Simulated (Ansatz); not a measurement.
Space group P-4m2 (No. 115). a = 4.441 Å, b = 4.441 Å, c = 12.615 Å, α = 90.00°, β = 90.00°, γ = 90.00°
```
atom  site  symmetry       x       y       z
  Zn    2e      2mm.  0.0000  0.0000  0.7596
  Zn    1b      -4m2  0.5000  0.5000  0.0000
  Cd    1c      -4m2  0.5000  0.5000  0.5000
  Te    2g      2mm.  0.5000  0.0000  0.8798
  Te    2g      2mm.  0.5000  0.0000  0.3599
```

Equation of state of this Zn3CdTe4 structure (not necessarily the ground state), with shape and atoms relaxed at each volume where symmetry leaves them free. Computed with DFT PBE, scalar-relativistic, plane waves, PAW (Ansatz).

Cutoff 420 eV; k points 6×6×2 on the computed 8-atom cell (Γ-centred); Gaussian smearing, width 0.02 eV; no spin polarisation.

| V (Å³/atom) | E − E(largest V) (meV/atom) | P (GPa) | gap on mesh (eV) |
| --- | --- | --- | --- |
| 27.366 | 39.36 | 7.05 | 1.41 |
| 28.299 | 5.04 | 4.80 | 1.26 |
| 29.232 | -17.29 | 2.92 | 1.13 |
| 30.165 | -29.53 | 1.33 | 1.00 |
| 31.098 | -33.26 | -0.01 | 0.88 |
| 32.031 | -29.85 | -1.14 | 0.76 |
| 32.964 | -20.38 | -2.09 | 0.65 |
| 34.208 | 0.00 | -3.13 | 0.51 |

Problem. Fit a third-order Birch–Murnaghan equation, E = E0 + (9V0B0/16)·[(x − 1)³B0' + (x − 1)²(6 − 4x)] with x = (V0/V)^(2/3), to E(V).

Solution. V0 = 31.09 Å³/atom, B0 = 41 GPa, B0' = 4.7.

Spin-orbit coupling is left out, which matters for the bands of heavy elements.

The cell was found from a structure generator's guess, not taken from experiment.
